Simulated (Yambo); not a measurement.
# Optical response of SiO$_{2}$

```
CELL_PARAMETERS angstrom
     -4.47204     4.47204     2.61177
      4.47204    -4.47204     2.61177
      4.47204     4.47204    -2.61177
ATOMIC_POSITIONS crystal
  O  0.50000 0.50000 0.50000
  O  0.50000 0.00000 0.00000
  O  0.00000 0.00000 0.50000
  O  0.00000 0.50000 0.00000
  O  0.00000 0.20855 0.20855
  O  0.00000 0.79145 0.79145
  O  0.20855 0.00000 0.20855
  O  0.79145 0.00000 0.79145
  Si 0.17689 0.17689 0.35378
  Si 0.82311 0.82311 0.64622
  Si 0.17689 0.82311 0.00000
  Si 0.82311 0.17689 0.00000
```

Yambo, RPA with local fields on PBEsol bands shifted by a G0W0 scissor of 2.85 eV; 4×4×4 mesh, 154 bands, 3 Ry local-field block, 0.2 eV broadening; field along x.

| E (eV) | Im ε | Re ε | Im ε, independent particles |
|---|---|---|---|
| 0.0 | 0.00 | 1.81 | 0.00 |
| 0.4 | 0.00 | 1.81 | 0.00 |
| 0.8 | 0.00 | 1.81 | 0.00 |
| 1.1 | 0.00 | 1.82 | 0.00 |
| 1.5 | 0.00 | 1.82 | 0.00 |
| 1.9 | 0.00 | 1.82 | 0.00 |
| 2.2 | 0.00 | 1.83 | 0.00 |
| 2.6 | 0.00 | 1.84 | 0.00 |
| 3.0 | 0.00 | 1.84 | 0.00 |
| 3.4 | 0.00 | 1.85 | 0.01 |
| 3.8 | 0.01 | 1.86 | 0.01 |
| 4.1 | 0.01 | 1.87 | 0.01 |
| 4.5 | 0.01 | 1.88 | 0.01 |
| 4.9 | 0.01 | 1.90 | 0.01 |
| 5.2 | 0.01 | 1.91 | 0.01 |
| 5.6 | 0.01 | 1.93 | 0.01 |
| 6.0 | 0.01 | 1.95 | 0.01 |
| 6.4 | 0.01 | 1.98 | 0.02 |
| 6.8 | 0.01 | 2.00 | 0.02 |
| 7.1 | 0.02 | 2.03 | 0.02 |
| 7.5 | 0.02 | 2.07 | 0.02 |
| 7.9 | 0.02 | 2.11 | 0.03 |
| 8.2 | 0.03 | 2.15 | 0.03 |
| 8.6 | 0.03 | 2.21 | 0.04 |
| 9.0 | 0.04 | 2.28 | 0.05 |
| 9.4 | 0.06 | 2.36 | 0.07 |
| 9.8 | 0.08 | 2.48 | 0.09 |
| 10.1 | 0.14 | 2.62 | 0.16 |
| 10.5 | 0.25 | 2.77 | 0.28 |
| 10.9 | 0.45 | 3.03 | 0.51 |
| 11.2 | 0.85 | 2.96 | 0.96 |
| 11.6 | 0.98 | 3.03 | 1.12 |
| 12.0 | 1.48 | 3.10 | 1.73 |
| 12.4 | 2.01 | 2.66 | 2.33 |
| 12.8 | 1.94 | 2.08 | 2.26 |
| 13.1 | 1.93 | 1.94 | 2.18 |
| 13.5 | 1.83 | 1.52 | 2.02 |
| 13.9 | 1.50 | 1.37 | 1.70 |
| 14.2 | 1.49 | 1.37 | 1.75 |
| 14.6 | 1.25 | 1.34 | 1.50 |
| 15.0 | 1.22 | 1.44 | 1.49 |
| 15.4 | 1.32 | 1.47 | 1.63 |
| 15.8 | 1.26 | 1.40 | 1.51 |
| 16.1 | 1.39 | 1.29 | 1.52 |
| 16.5 | 1.23 | 1.20 | 1.33 |
| 16.9 | 1.17 | 1.36 | 1.30 |
| 17.2 | 1.33 | 1.36 | 1.56 |
| 17.6 | 1.44 | 1.28 | 1.85 |
| 18.0 | 1.46 | 0.96 | 1.87 |
| 18.4 | 1.31 | 0.93 | 1.66 |
| 18.8 | 1.22 | 0.96 | 1.53 |
| 19.1 | 1.23 | 0.95 | 1.58 |
| 19.5 | 1.32 | 0.92 | 1.62 |
| 19.9 | 1.26 | 0.67 | 1.46 |

Structure narrower than a few tenths of an eV can come from the finite k mesh. Convergence of the RPA response with its 4×4×4 mesh was not tested. The scissor comes from a G0W0 run whose convergence isn't established. No excitonic effects at this level.

Geometry of the Materials Project entry, not relaxed at this level.

This is not the ordinary phase of the substance; no match was found in the copy of COD used, and its stability was not checked.
